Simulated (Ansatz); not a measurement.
Each is relaxed and computed with r²SCAN in the plane-wave PAW code Ansatz. Which is the only one with a gap?
(A) YSi2Ru2, I4/mmm (Y on 2a, Si on 4e, Ru on 4d)
(B) Y2Al3Si2, C2/m (Y on 4i, Al on 4i, Al on 2a, Si on 4i)
(C) YTiGe, P4/nmm (Y on 2c, Ti on 2a, Ge on 2c)
(D) Y4S3N2, C2/m (Pearson symbol mS18)

D, Y4S3N2, C2/m (Pearson symbol mS18). Y4S3N2: gap 1.74 eV (indirect); Y2Al3Si2: metal; YTiGe: metal; YSi2Ru2: metal. Spin orders computed, not proven ground states: YTiGe, P4/nmm (Y on 2c, Ti on 2a, Ge on 2c) ferrimagnetic. Standing as an ambient phase not checked: Y4S3N2, C2/m (Pearson symbol mS18); Y2Al3Si2, C2/m (Y on 4i, Al on 4i, Al on 2a, Si on 4i); YTiGe, P4/nmm (Y on 2c, Ti on 2a, Ge on 2c); YSi2Ru2, I4/mmm (Y on 2a, Si on 4e, Ru on 4d). All cells were relaxed under the symmetry of their starts (and spin orders); stability against distortions was not tested throughout. Rows with no word on spin ran without spin polarisation. Scalar-relativistic: spin–orbit coupling is off unless named, which matters more the heavier the elements.

Potentials: the later of the program's two PAW sets.
